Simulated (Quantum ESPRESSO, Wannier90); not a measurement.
# Wannier functions of InAs (zinc blende)

Materials Project entry mp-20305; symmetrised, unrelaxed at this level. COD (Crystallography Open Database) has an entry of this formula and space group (matched by these alone). Method: PBEsol plane waves in Quantum ESPRESSO 7.5 (PseudoDojo norm-conserving files, 68 Ry, no spin polarisation, no spin-orbit coupling), Bloch states on a 10×10×10 mesh through Γ, Wannier90 4.0.1. Density: 10×10×10 mesh, cold smearing 0.01 Ry. Spin-orbit coupling is left out although heavy elements are present.

On the energy scale of pw.x, whose zero is arbitrary, the Fermi level lies at 7.56 eV.

Input w.win:

```
num_bands = 15
num_wann = 8
exclude_bands = 1-10
num_iter = 1000
conv_tol = 1.0e-6
conv_window = 4
dis_num_iter = 1000
dis_conv_tol = 1.0e-6
write_hr = true
write_u_matrices = true
begin projections
f=0.25901,0.23671,0.25292: s;p
f=0.01189,0.00281,-0.00968: s;p
end projections
begin unit_cell_cart
ang
    0.0000000000    3.0535600000    3.0535600000
    3.0535600000    0.0000000000    3.0535600000
    3.0535600000    3.0535600000    0.0000000000
end unit_cell_cart
begin atoms_frac
In   0.2500000000  0.2500000000  0.2500000000
As   0.0000000000  0.0000000000  0.0000000000
end atoms_frac
mp_grid = 10 10 10
begin kpoints
0.0000000000 0.0000000000 0.0000000000
0.0000000000 0.0000000000 0.1000000000
0.0000000000 0.0000000000 0.2000000000
... (997 more lines: the 10x10x10 mesh through Gamma)
end kpoints
```

Input of pw2wannier90.x that gives the overlap and projection files (equivalent; here they were cut from one run over all bands):

```
&inputpp
  outdir = './out'
  prefix = 'pwscf'
  seedname = 'w'
  write_amn = .true.
  write_mmn = .true.
/
```

Output w.wout (banner and timings cut):

```
                                    ------
                                    SYSTEM
                                    ------

                              Lattice Vectors (Ang)
                    a_1     0.000000   3.053560   3.053560
                    a_2     3.053560   0.000000   3.053560
                    a_3     3.053560   3.053560   0.000000

                   Unit Cell Volume:      56.94418  (Ang^3)

                        Reciprocal-Space Vectors (Ang^-1)
                    b_1    -1.028830   1.028830   1.028830
                    b_2     1.028830  -1.028830   1.028830
                    b_3     1.028830   1.028830  -1.028830

 *----------------------------------------------------------------------------*
 |   Site       Fractional Coordinate          Cartesian Coordinate (Ang)     |
 +----------------------------------------------------------------------------+
 | in   1   0.25000   0.25000   0.25000   |    1.52678   1.52678   1.52678    |
 | as   1   0.00000   0.00000   0.00000   |    0.00000   0.00000   0.00000    |
 *----------------------------------------------------------------------------*
                                ------------
                                K-POINT GRID
                                ------------

             Grid size = 10 x 10 x 10      Total points = 1000

 *---------------------------------- MAIN ------------------------------------*
 |  Number of Wannier Functions               :                 8             |
 |  Number of Objective Wannier Functions     :                 8             |
 |  Number of input Bloch states              :                15             |
 |  Output verbosity (1=low, 5=high)          :                 1             |
 |  Timing Level (1=low, 5=high)              :                 1             |
 |  Optimisation (0=memory, 3=speed)          :                 3             |
 |  Length Unit                               :               Ang             |
 |  Post-processing setup (write *.nnkp)      :                 F             |
 |  Using Gamma-only branch of algorithms     :                 F             |
 *----------------------------------------------------------------------------*
 *------------------------------- WANNIERISE ---------------------------------*
 |  Total number of iterations                :              1000             |
 |  Number of CG steps before reset           :                 5             |
 |  Trial step length for line search         :             2.000             |
 |  Convergence tolerence                     :         0.100E-05             |
 |  Convergence window                        :                 4             |
 |  Iterations between writing output         :                 1             |
 |  Iterations between backing up to disk     :               100             |
 |  Write r^2_nm to file                      :                 F             |
 |  Write xyz WF centres to file              :                 F             |
 |  Write on-site energies <0n|H|0n> to file  :                 F             |
 |  Use guiding centre to control phases      :                 F             |
 |  Use phases for initial projections        :                 F             |
 *----------------------------------------------------------------------------*
 *------------------------------- DISENTANGLE --------------------------------*
 |  Using band disentanglement                :                 T             |
 |  Total number of iterations                :              1000             |
 |  Mixing ratio                              :             0.500             |
 |  Convergence tolerence                     :         1.000E-06             |
 |  Convergence window                        :                 3             |
 *----------------------------------------------------------------------------*
 *-------------------------------- PLOTTING ----------------------------------*
 |  Plotting Hamiltonian in WF basis          :                 T             |
 *----------------------------------------------------------------------------*

       ... (k-mesh section left out)

 Starting a new Wannier90 calculation ...

 Reading overlaps from w.mmn

 Reading projections from w.amn

 *------------------------------- DISENTANGLE --------------------------------*
 +----------------------------------------------------------------------------+
 |                              Energy  Windows                               |
 |                              ---------------                               |
 |                   Outer:   -4.14440  to   24.74088  (eV)                   |
 |                   No frozen states were specified                          |
 +----------------------------------------------------------------------------+
   Number of target bands to extract:    8

                   Unitarised projection of Wannier functions
                   ------------------------------------------
   A_mn = <psi_m|g_n> --> S = A.A^+ --> U = S^-1/2.A
   In dis_project... done
   No inner window (linner = F)

                   Extraction of optimally-connected subspace
                   ------------------------------------------
 +---------------------------------------------------------------------+<-- DIS
 |  Iter     Omega_I(i-1)      Omega_I(i)      Delta (frac.)           |<-- DIS
 +---------------------------------------------------------------------+<-- DIS
       1      16.86785675      14.74767997       1.438E-01    <-- DIS
       2      15.72974088      14.18131015       1.092E-01    <-- DIS
       3      14.90212846      13.78498526       8.104E-02    <-- DIS
       4      14.30411975      13.48959774       6.038E-02    <-- DIS
       5      13.86664758      13.26178045       4.561E-02    <-- DIS
       6      13.54041737      13.08132741       3.510E-02    <-- DIS
       ... (lines left out)
     101      11.55402477      11.55063057       2.939E-04    <-- DIS
       ... (lines left out)
     201      11.47994533      11.47963080       2.740E-05    <-- DIS
       ... (lines left out)
     301      11.47294435      11.47291333       2.703E-06    <-- DIS
       ... (lines left out)
     346      11.47244066      11.47242939       9.816E-07    <-- DIS
     347      11.47243425      11.47242324       9.600E-07    <-- DIS
     348      11.47242799      11.47241722       9.389E-07    <-- DIS

             <<<      Delta < 1.000E-06  over  3 iterations     >>>
             <<< Disentanglement convergence criteria satisfied >>>

        Final Omega_I    11.47241722 (Ang^2)

 +----------------------------------------------------------------------------+

 Writing checkpoint file w.chk... done

 *------------------------------- WANNIERISE ---------------------------------*
 +--------------------------------------------------------------------+<-- CONV
 | Iter  Delta Spread     RMS Gradient      Spread (Ang^2)            |<-- CONV
 +--------------------------------------------------------------------+<-- CONV

 ------------------------------------------------------------------------------
 Initial State
  WF centre and spread    1  (  1.497896,  1.561574,  1.510360 )     2.11565180
  WF centre and spread    2  (  1.527645,  1.526353,  1.541823 )     2.88744823
  WF centre and spread    3  (  1.555955,  1.527023,  1.525523 )     2.88861099
  WF centre and spread    4  (  1.527111,  1.492400,  1.525654 )     2.88820238
  WF centre and spread    5  ( -0.019875,  0.006636,  0.041819 )     1.50700918
  WF centre and spread    6  ( -0.000723, -0.000202, -0.037779 )     1.82217683
  WF centre and spread    7  (  0.017646,  0.000567,  0.001777 )     1.82278591
  WF centre and spread    8  ( -0.001105, -0.005685,  0.001816 )     1.82267487
  Sum of centres and spreads (  6.104551,  6.108667,  6.110994 )    17.75456020

      0     0.178E+02     0.0000000000       17.7545602019  <-- CONV
        O_D=      0.0093568 O_OD=      6.2727861 O_TOT=     17.7545602 <-- SPRD
 ------------------------------------------------------------------------------
      1    -0.487E-01     0.1093495080       17.7058322181  <-- CONV
        O_D=      0.0107487 O_OD=      6.2226663 O_TOT=     17.7058322 <-- SPRD
      2    -0.889E-01     0.1420633023       17.6169753023  <-- CONV
        O_D=      0.0142484 O_OD=      6.1303097 O_TOT=     17.6169753 <-- SPRD
      3    -0.635E-01     0.1751234315       17.5534267116  <-- CONV
        O_D=      0.0118568 O_OD=      6.0691527 O_TOT=     17.5534267 <-- SPRD
      4    -0.360E-01     0.1301109481       17.5174467182  <-- CONV
        O_D=      0.0102810 O_OD=      6.0347485 O_TOT=     17.5174467 <-- SPRD
      5    -0.207E-01     0.1003652052       17.4967352591  <-- CONV
        O_D=      0.0101117 O_OD=      6.0142063 O_TOT=     17.4967353 <-- SPRD
       ... (lines left out)
    100    -0.560E-02     0.0473391852       14.6231506343  <-- CONV
        O_D=      0.0061159 O_OD=      3.1446175 O_TOT=     14.6231506 <-- SPRD
       ... (lines left out)
    200    -0.241E-02     0.0314674359       14.4372300680  <-- CONV
        O_D=      0.0058102 O_OD=      2.9590026 O_TOT=     14.4372301 <-- SPRD
       ... (lines left out)
    300    -0.188E-02     0.0274263610       13.5520646869  <-- CONV
        O_D=      0.0061049 O_OD=      2.0735425 O_TOT=     13.5520647 <-- SPRD
       ... (lines left out)
    400    -0.202E-02     0.0274943993       13.4017239271  <-- CONV
        O_D=      0.0057177 O_OD=      1.9235890 O_TOT=     13.4017239 <-- SPRD
       ... (lines left out)
    500    -0.846E-03     0.0188728383       13.2378799384  <-- CONV
        O_D=      0.0054775 O_OD=      1.7599852 O_TOT=     13.2378799 <-- SPRD
       ... (lines left out)
    600    -0.687E-04     0.0051730158       13.2049837139  <-- CONV
        O_D=      0.0054190 O_OD=      1.7271475 O_TOT=     13.2049837 <-- SPRD
       ... (lines left out)
    700    -0.778E-05     0.0016884401       13.2017862839  <-- CONV
        O_D=      0.0053899 O_OD=      1.7239792 O_TOT=     13.2017863 <-- SPRD
       ... (lines left out)
    783    -0.282E-06     0.0004302563       13.2015137078  <-- CONV
        O_D=      0.0053911 O_OD=      1.7237054 O_TOT=     13.2015137 <-- SPRD
    784    -0.967E-06     0.0010221654       13.2015127404  <-- CONV
        O_D=      0.0053908 O_OD=      1.7237047 O_TOT=     13.2015127 <-- SPRD
    785    -0.440E-06     0.0004650622       13.2015122999  <-- CONV
        O_D=      0.0053909 O_OD=      1.7237042 O_TOT=     13.2015123 <-- SPRD
             <<<     Delta < 1.000E-06  over  4 iterations     >>>
             <<< Wannierisation convergence criteria satisfied >>>
 Final State
  WF centre and spread    1  (  1.033551,  2.019910,  1.034585 )     1.88254000
  WF centre and spread    2  (  2.018703,  2.019483,  2.020083 )     1.88293210
  WF centre and spread    3  (  2.019697,  1.034113,  1.034311 )     1.88266940
  WF centre and spread    4  (  1.034063,  1.034582,  2.019507 )     1.88522015
  WF centre and spread    5  ( -0.350356,  0.350328,  0.349759 )     1.41712122
  WF centre and spread    6  ( -0.350008, -0.348357, -0.351686 )     1.41660383
  WF centre and spread    7  (  0.351996,  0.350311, -0.347512 )     1.41783284
  WF centre and spread    8  (  0.347355, -0.351858,  0.351025 )     1.41659275
  Sum of centres and spreads (  6.105002,  6.108511,  6.110073 )    13.20151230

         Spreads (Ang^2)       Omega I      =    11.472417216
        ================       Omega D      =     0.005390879
                               Omega OD     =     1.723704205
    Final Spread (Ang^2)       Omega Total  =    13.201512300
```
